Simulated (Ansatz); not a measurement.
Ansatz 0.2.0, relaxation: Ti₂CS

input.yaml:

```yaml
crystal:
  lattice:
    - [3.17368978, 0.0, 0.0]
    - [-1.58684489, 2.74849444, 0.0]
    - [0.0, 0.0, 11.07331014]
  atoms:
    - { symbol: Ti, position: [0.33333, 0.66667, 0.099] }
    - { symbol: Ti, position: [0.66666, 0.33333, 0.599] }
    - { symbol: Ti, position: [0.33333, 0.66667, 0.401] }
    - { symbol: Ti, position: [0.66667, 0.33334, 0.901] }
    - { symbol: C, position: [0.0, 0.0, 0.0] }
    - { symbol: C, position: [0.0, 0.0, 0.5] }
    - { symbol: S, position: [0.66667, 0.33333, 0.25] }
    - { symbol: S, position: [0.33334, 0.66667, 0.75] }
  symmetry: { tolerance: 0.0003 }
kpoints:
  mp_grid: { grid: [9, 9, 3], shift: [0, 0, 0] }
magnetization:
  spin_polarized: false
scf:
  occupations: { method: cold, width: 0.0185 }
  lower_state_search: "off"
hamiltonian:
  pseudopotentials: { kind: paw }
  xc: r2scan
basis:
  ecutwfc: 500
  fft_grid_basis: typed
relax:
  max_steps: 80
  cell: { p_target: 0.0 }
output:
  forces: true
  stress: true
  eigenvalues: true
  bader: true
  populations: true
  elf: true
  write_potential: true
  volumetric_format: npy
  dos:
    e_range: [-12, 8]
    de: 0.05
    projected: { site_lists: { C: [C], S: [S], Ti: [Ti] } }
checkpoint:
  read: saved_state
```

Run with:

```bash
ansatz run input.yaml --threads 2 --pin off --max-ram 3584MiB --backend cpu --events-out ev --progress --plain --runs-dir out
```

Origin of the cell: a database entry, scaled a little.

The saved state is a converged single point of the same cell.

Steps («new basis» is an SCF on plane waves selected anew at the same cell):

| step | ΔF (meV/atom) | max force component (eV/Å) | P (GPa) | volume (Å³) | SCF iterations | step was |
| --- | --- | --- | --- | --- | --- | --- |
| 1 | 0.0 | 0.183 | 6.63 | 96.59 | 5 | accepted |
| 2 | -7.4 | 0.121 | 0.49 | 99.32 | 7 | accepted |
| 3 | -7.5 | 0.037 | -0.26 | 99.85 | 6 | accepted |
| 4 | -7.7 | 0.048 | 0.04 | 99.69 | 4 | accepted |
| 5 | -7.7 | 0.004 | -0.01 | 99.69 | 5 | accepted |
| 6 | -7.9 | 0.004 | 0.00 | 99.69 | 6 | new basis |

Step 1, with forces in eV/Å:

```xyz
8
Lattice="3.174 0.000 0.000 -1.587 2.748 0.000 0.000 0.000 11.073" Properties=species:S:1:pos:R:3:forces:R:3 pbc="T T T" step=1
Ti    0.000    1.832    1.096    0.000    0.000    0.183
Ti    1.587    0.916    6.633    0.000    0.000    0.183
Ti    0.000    1.832    4.440    0.000    0.000   -0.183
Ti    1.587    0.916    9.977    0.000    0.000   -0.183
C     0.000    0.000    0.000    0.000    0.000    0.000
C     0.000    0.000    5.537    0.000    0.000    0.000
S     1.587    0.916    2.768    0.000    0.000    0.000
S     0.000    1.832    8.305    0.000    0.000    0.000
```

Step 2, with forces in eV/Å:

```xyz
8
Lattice="3.194 0.000 0.000 -1.597 2.766 0.000 0.000 0.000 11.241" Properties=species:S:1:pos:R:3:forces:R:3 pbc="T T T" step=2
Ti    0.000    1.844    1.117    0.000    0.000   -0.121
Ti    1.597    0.922    6.737    0.000    0.000   -0.121
Ti    0.000    1.844    4.504    0.000    0.000    0.121
Ti    1.597    0.922   10.124    0.000    0.000    0.121
C     0.000    0.000    0.000    0.000    0.000    0.000
C     0.000    0.000    5.621    0.000    0.000    0.000
S     1.597    0.922    2.810    0.000    0.000    0.000
S     0.000    1.844    8.431    0.000    0.000    0.000
```

Step 3, with forces in eV/Å:

```xyz
8
Lattice="3.210 0.000 0.000 -1.605 2.780 0.000 0.000 0.000 11.191" Properties=species:S:1:pos:R:3:forces:R:3 pbc="T T T" step=3
Ti    0.000    1.853    1.106    0.000    0.000    0.037
Ti    1.605    0.927    6.702    0.000    0.000    0.037
Ti    0.000    1.853    4.489    0.000    0.000   -0.037
Ti    1.605    0.927   10.085    0.000    0.000   -0.037
C     0.000    0.000    0.000    0.000    0.000    0.000
C     0.000    0.000    5.595    0.000    0.000    0.000
S     1.605    0.927    2.798    0.000    0.000    0.000
S     0.000    1.853    8.393    0.000    0.000    0.000
```

Step 4, with forces in eV/Å:

```xyz
8
Lattice="3.202 0.000 0.000 -1.601 2.773 0.000 0.000 0.000 11.229" Properties=species:S:1:pos:R:3:forces:R:3 pbc="T T T" step=4
Ti    0.000    1.849    1.109    0.000    0.000    0.048
Ti    1.601    0.924    6.724    0.000    0.000    0.048
Ti    0.000    1.849    4.506    0.000    0.000   -0.048
Ti    1.601    0.924   10.120    0.000    0.000   -0.048
C     0.000    0.000    0.000    0.000    0.000    0.000
C     0.000    0.000    5.615    0.000    0.000    0.000
S     1.601    0.924    2.807    0.000    0.000    0.000
S     0.000    1.849    8.422    0.000    0.000    0.000
```

Step 6, with forces in eV/Å:

```xyz
8
Lattice="3.203 0.000 0.000 -1.601 2.774 0.000 0.000 0.000 11.220" Properties=species:S:1:pos:R:3:forces:R:3 pbc="T T T" step=6
Ti    0.000    1.849    1.110    0.000    0.000    0.004
Ti    1.601    0.925    6.720    0.000    0.000    0.004
Ti    0.000    1.849    4.500    0.000    0.000   -0.004
Ti    1.601    0.925   10.110    0.000    0.000   -0.004
C     0.000    0.000    0.000    0.000    0.000    0.000
C     0.000    0.000    5.610    0.000    0.000    0.000
S     1.601    0.925    2.805    0.000    0.000    0.000
S     0.000    1.849    8.415    0.000    0.000    0.000
```

* Free energy lowered by: 7.9 meV/atom
* Volume change: 3.20 %
* Final pressure: 0.00 GPa
* Relaxation steps listed: 6
* Formation energy (elements under the same functional, gases as molecules, uncorrected): -1.436 eV/atom

Caveats: no moments, though an odd count or open d shells may carry them; the relaxation held the start's symmetry, so the end may be a saddle point.

Time: 80 s of wall time on 2 CPU thread(s) of a shared host, from a saved density.
